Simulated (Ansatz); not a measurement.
Computed with Ansatz 0.2.0, DFT PBEsol, scalar-relativistic, plane waves, PAW.

Cutoff 420 eV; k points 20×20×20 on the computed 3-atom cell (Γ-centred); Gaussian smearing, width 0.10 eV; no spin polarisation.

```
CELL_PARAMETERS angstrom
-1.46976 1.46976 4.25752
1.46976 -1.46976 4.25752
1.46976 1.46976 -4.25752
ATOMIC_POSITIONS crystal
Li 0.53514 0.53514 0.00000
Fe 0.17398 0.17398 0.00000
As 0.89658 0.89658 0.00000
```

Question: Is this geometry at equilibrium? Which atom feels the largest force?

Answer: It isn't. Atom 3 (As) feels (0.00, 0.00, -2.66) eV/Å, 2.663 eV/Å in size.

Question: Give all forces and the stress.

Answer:
| atom | Fx | Fy | Fz |
| --- | --- | --- | --- |
| Li1 | 0.000 | 0.000 | 0.355 |
| Fe2 | 0.000 | 0.000 | 2.308 |
| As3 | 0.000 | 0.000 | -2.663 |
Stress (GPa, compression positive):
```
  6.70   0.00   0.00
  0.00   6.70   0.00
  0.00   0.00 -25.56
```

Spin polarisation was left out, and a magnetic state may lie lower.

Cost: 1 run of about 0.52 core-minutes, on Intel Xeon 6975P-C (Granite Rapids) (shared hosts).